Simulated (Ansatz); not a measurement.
TaAgO₃:
```cif
data_Ag2O6Ta2
_chemical_formula_sum 'Ta2 O6 Ag2'
_space_group_name_H-M_alt 'P 1'
_space_group_IT_number 1
_cell_length_a 5.53851
_cell_length_b 5.53851
_cell_length_c 5.53851
_cell_angle_alpha 58.505
_cell_angle_beta 58.505
_cell_angle_gamma 58.505
loop_
_space_group_symop_operation_xyz
  'x, y, z'
loop_
_atom_site_label
_atom_site_type_symbol
_atom_site_fract_x
_atom_site_fract_y
_atom_site_fract_z
_atom_site_occupancy
Ta1 Ta 0.00040 0.00040 0.00040 1
Ta2 Ta 0.50040 0.50040 0.50040 1
O1 O 0.82502 0.67588 0.25047 1
O2 O 0.25047 0.82502 0.67588 1
O3 O 0.67588 0.25047 0.82502 1
O4 O 0.75047 0.17588 0.32502 1
O5 O 0.17588 0.32502 0.75047 1
O6 O 0.32502 0.75047 0.17588 1
Ag1 Ag 0.25043 0.25043 0.25043 1
Ag2 Ag 0.75043 0.75043 0.75043 1
```

Relaxed with LDA.

**Question.** Which orbitals make up the states near the band edges in plane-wave PAW LDA (Ansatz code)?

**Answer.** Top 1 eV of the valence band: Ag 4d 59 %, O 2p 38 %. Bottom 1 eV of the conduction band: Ta 5d 83 %, O 2p 9 %. Projections are on Löwdin-orthogonalised atomic valence shells; empty p or d shells of many metals are not among them.

**Question.** Tabulate the density of states.

**Answer.** States/eV per cell of 10 atoms, in 0.25 eV bins, energy from the valence-band maximum.

```
E (eV)  total  O 2p  Ag 4d  Ta 5d
------  -----  ----  -----  -----
-6.70    0.00  0.00   0.00   0.00
-6.45    6.75  4.42   0.17   1.57
-6.20    7.58  4.87   0.22   1.92
-5.95    7.12  4.55   0.27   1.79
-5.70    6.73  4.39   0.27   1.63
-5.45    5.92  3.93   0.29   1.35
-5.20    6.81  4.60   0.43   1.34
-4.95    7.02  4.71   0.60   1.35
-4.70    7.87  5.25   0.95   1.33
-4.45    8.50  5.64   1.34   1.17
-4.20    9.00  6.00   1.66   0.99
-3.95    6.70  4.71   1.11   0.59
-3.70    6.40  4.39   1.26   0.40
-3.45    6.32  4.32   1.34   0.31
-3.20    6.11  4.17   1.38   0.27
-2.95    9.94  6.52   2.72   0.34
-2.70    9.88  6.38   2.86   0.29
-2.45    9.97  6.77   2.59   0.29
-2.20   11.14  7.58   2.94   0.34
-1.95    4.08  2.64   1.24   0.12
-1.70    2.52  0.35   2.09   0.06
-1.45   16.54  1.30  14.63   0.41
-1.20   12.08  1.97   9.42   0.48
-0.95    7.56  2.11   5.09   0.20
-0.70   13.42  4.35   8.47   0.34
-0.45   13.88  5.47   7.88   0.29
-0.20   13.58  5.91   7.28   0.18
0.05     0.57  0.24   0.32   0.00
0.30     0.00  0.00   0.00   0.00
0.55     0.00  0.00   0.00   0.00
0.80     0.00  0.00   0.00   0.00
1.05     0.00  0.00   0.00   0.00
1.30     0.00  0.00   0.00   0.00
1.55     0.00  0.00   0.00   0.00
1.80     0.56  0.02   0.01   0.53
2.05     1.60  0.10   0.04   1.43
2.30     1.96  0.19   0.04   1.64
2.55     2.32  0.29   0.04   1.77
2.80     2.97  0.45   0.04   2.13
3.05     3.08  0.51   0.04   2.06
3.30     4.57  0.89   0.06   3.01
3.55     4.18  0.86   0.05   2.62
3.80     6.05  1.37   0.05   3.79
4.05     5.40  1.24   0.05   3.21
4.30     5.06  1.20   0.04   2.94
4.55     5.44  1.30   0.04   2.97
4.80     4.69  1.08   0.03   2.17
5.05     4.20  0.96   0.03   1.74
5.30     4.09  1.05   0.02   1.28
5.55     4.84  1.20   0.03   0.71
5.80     2.82  0.62   0.01   0.38
6.05     0.17  0.02   0.00   0.02
6.30     0.00  0.00   0.00   0.00
6.55     0.12  0.00   0.00   0.02
```

Space group R-3c. The workflow started from an entry of the Crystallography Open Database (COD); the relaxed space group is not among those it files for this formula. COD files the formula under space group No. 161, so this cell is another polymorph or a model. Its standing as an ambient phase is unchecked. Symmetry was held in the LDA relaxation; phonons on a q-mesh show no instability. No spin polarisation was allowed. Scalar-relativistic: spin–orbit coupling is off unless named, which matters more the heavier the elements.

Potentials: the later of the program's two PAW sets.
